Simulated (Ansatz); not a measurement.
**NiMoIrPdW and the effect of the pressure**

The cell as given:

```cif
data_structure
_symmetry_space_group_name_H-M 'P 1'
_symmetry_Int_Tables_number 1
_cell_length_a 2.7470
_cell_length_b 2.7470
_cell_length_c 11.1443
_cell_angle_alpha 99.539
_cell_angle_beta 99.539
_cell_angle_gamma 62.808
_cell_volume 73.38
loop_
_atom_site_label
_atom_site_type_symbol
_atom_site_fract_x
_atom_site_fract_y
_atom_site_fract_z
_atom_site_occupancy
Ni1 Ni 0.49838 0.49838 0.29525 1
Mo1 Mo 0.31773 0.31773 0.91207 1
Pd1 Pd 0.24733 0.24733 0.49061 1
Ir1 Ir 0.74982 0.74982 0.10802 1
W1 W 0.68673 0.68673 0.69406 1
```

The cell comes from a database or a generator and needn't be the stable form of this composition.

Kept alike: task relaxation of cell and atoms; functional PBE; k mesh 8 × 8 × 2; occupations fermi-dirac, width 0.05 eV; collinear spin, ferromagnetic start. Program: Ansatz, Ansatz PAW, cutoff 420 eV. The mesh is that of the run's cell of 5 atoms. No spin-orbit coupling.

| pressure, P (GPa) | volume (Å³/atom) | first edge of the run's cell (Å) | third edge of the run's cell (Å) |
| --- | --- | --- | --- |
| 2 | 14.538 | 2.741 | 11.129 |
| 5 | 14.369 | 2.730 | 11.085 |
| 10 | 14.112 | 2.714 | 11.017 |
| 20 | 13.669 | 2.686 | 10.900 |

For a metal such a mesh leaves the last digits unconverged. The runs follow the start's structure, whether or not it is the stable one at these pressures. P is the pressure aimed at, which the runs meet within some hundredths to tenths of a GPa. The moments vanished: the runs ended non-magnetic.

What does the pressure change here?

The volume falls from 14.538 to 13.669 Å³/atom between 2 and 20 GPa. The volume falls ever more slowly, since the solid stiffens under load. The first edge of the run's cell falls from 2.741 to 2.686 Å between 2 and 20 GPa. The third edge of the run's cell falls from 11.129 to 10.900 Å between 2 and 20 GPa.
